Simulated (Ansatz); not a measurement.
# Profile along the B–N line in BN (wurtzite)

BN (wurtzite)

Space group P6₃mc (No. 186); a = 2.555 Å, b = 2.555 Å, c = 4.225 Å, α = 90.00°, β = 90.00°, γ = 120.00°

| atom | site | symmetry | x | y | z |
|---|---|---|---|---|---|
| B | 2b | 3m. | 0.3333 | 0.6667 | 0.4999 |
| N | 2b | 3m. | 0.3333 | 0.6667 | 0.1253 |

Fields along a shortest B–N line of a (1 -1 0 0) plane (1.58 Å), from B to N, interpolated on the slice's grid (step about 0.2 Å). These are PBE (plane waves to 420 eV, PAW, scalar-relativistic; Ansatz, an electronic-structure program) values and carry that method's errors. k mesh 15×15×8. Near the nuclei the fields are pseudised (PAW); where an atom keeps semicore shells as valence, they peak there. BN was relaxed with its symmetry unable to fall.

```json
[
 {"distance from B (Å)": "0.00", "valence electron density (e/Å³)": "0.28", "electron localisation function": "x", "density of the highest valence band (e/Å³)": "0.015", "density of the lowest conduction band (e/Å³)": "0.039"},
 {"distance from B (Å)": "0.08", "valence electron density (e/Å³)": "0.28", "electron localisation function": "x", "density of the highest valence band (e/Å³)": "0.015", "density of the lowest conduction band (e/Å³)": "0.039"},
 {"distance from B (Å)": "0.16", "valence electron density (e/Å³)": "0.34", "electron localisation function": "x", "density of the highest valence band (e/Å³)": "0.030", "density of the lowest conduction band (e/Å³)": "0.050"},
 {"distance from B (Å)": "0.24", "valence electron density (e/Å³)": "0.48", "electron localisation function": "x", "density of the highest valence band (e/Å³)": "0.060", "density of the lowest conduction band (e/Å³)": "0.067"},
 {"distance from B (Å)": "0.32", "valence electron density (e/Å³)": "0.66", "electron localisation function": "0.16", "density of the highest valence band (e/Å³)": "0.091", "density of the lowest conduction band (e/Å³)": "0.081"},
 {"distance from B (Å)": "0.40", "valence electron density (e/Å³)": "0.82", "electron localisation function": "0.39", "density of the highest valence band (e/Å³)": "0.118", "density of the lowest conduction band (e/Å³)": "0.084"},
 {"distance from B (Å)": "0.47", "valence electron density (e/Å³)": "0.94", "electron localisation function": "0.64", "density of the highest valence band (e/Å³)": "0.141", "density of the lowest conduction band (e/Å³)": "0.078"},
 {"distance from B (Å)": "0.55", "valence electron density (e/Å³)": "1.02", "electron localisation function": "0.83", "density of the highest valence band (e/Å³)": "0.158", "density of the lowest conduction band (e/Å³)": "0.067"},
 {"distance from B (Å)": "0.63", "valence electron density (e/Å³)": "1.11", "electron localisation function": "0.91", "density of the highest valence band (e/Å³)": "0.173", "density of the lowest conduction band (e/Å³)": "0.055"},
 {"distance from B (Å)": "0.71", "valence electron density (e/Å³)": "1.23", "electron localisation function": "0.93", "density of the highest valence band (e/Å³)": "0.190", "density of the lowest conduction band (e/Å³)": "0.045"},
 {"distance from B (Å)": "0.79", "valence electron density (e/Å³)": "1.38", "electron localisation function": "0.92", "density of the highest valence band (e/Å³)": "0.214", "density of the lowest conduction band (e/Å³)": "0.043"},
 {"distance from B (Å)": "0.87", "valence electron density (e/Å³)": "1.60", "electron localisation function": "0.92", "density of the highest valence band (e/Å³)": "0.244", "density of the lowest conduction band (e/Å³)": "0.045"},
 {"distance from B (Å)": "0.95", "valence electron density (e/Å³)": "1.90", "electron localisation function": "0.91", "density of the highest valence band (e/Å³)": "0.280", "density of the lowest conduction band (e/Å³)": "0.059"},
 {"distance from B (Å)": "1.03", "valence electron density (e/Å³)": "2.31", "electron localisation function": "0.88", "density of the highest valence band (e/Å³)": "0.316", "density of the lowest conduction band (e/Å³)": "0.083"},
 {"distance from B (Å)": "1.11", "valence electron density (e/Å³)": "2.79", "electron localisation function": "0.81", "density of the highest valence band (e/Å³)": "0.334", "density of the lowest conduction band (e/Å³)": "0.112"},
 {"distance from B (Å)": "1.19", "valence electron density (e/Å³)": "3.24", "electron localisation function": "0.67", "density of the highest valence band (e/Å³)": "0.325", "density of the lowest conduction band (e/Å³)": "0.142"},
 {"distance from B (Å)": "1.26", "valence electron density (e/Å³)": "3.55", "electron localisation function": "0.46", "density of the highest valence band (e/Å³)": "0.274", "density of the lowest conduction band (e/Å³)": "0.169"},
 {"distance from B (Å)": "1.34", "valence electron density (e/Å³)": "3.69", "electron localisation function": "x", "density of the highest valence band (e/Å³)": "0.197", "density of the lowest conduction band (e/Å³)": "0.189"},
 {"distance from B (Å)": "1.42", "valence electron density (e/Å³)": "3.69", "electron localisation function": "x", "density of the highest valence band (e/Å³)": "0.110", "density of the lowest conduction band (e/Å³)": "0.201"},
 {"distance from B (Å)": "1.50", "valence electron density (e/Å³)": "3.61", "electron localisation function": "x", "density of the highest valence band (e/Å³)": "0.036", "density of the lowest conduction band (e/Å³)": "0.204"},
 {"distance from B (Å)": "1.58", "valence electron density (e/Å³)": "3.56", "electron localisation function": "x", "density of the highest valence band (e/Å³)": "0.005", "density of the lowest conduction band (e/Å³)": "0.204"}
]
```

x: too close to a nucleus for the ELF to mean much. Band densities are of whole bands, smooth part only.

Density on the B–N line (1.58 Å) at its midpoint: 1.38 e/Å³. ELF at that point: 0.9. ELF maximum in the middle third of the B–N line: 0.93, 0.7 Å from B.
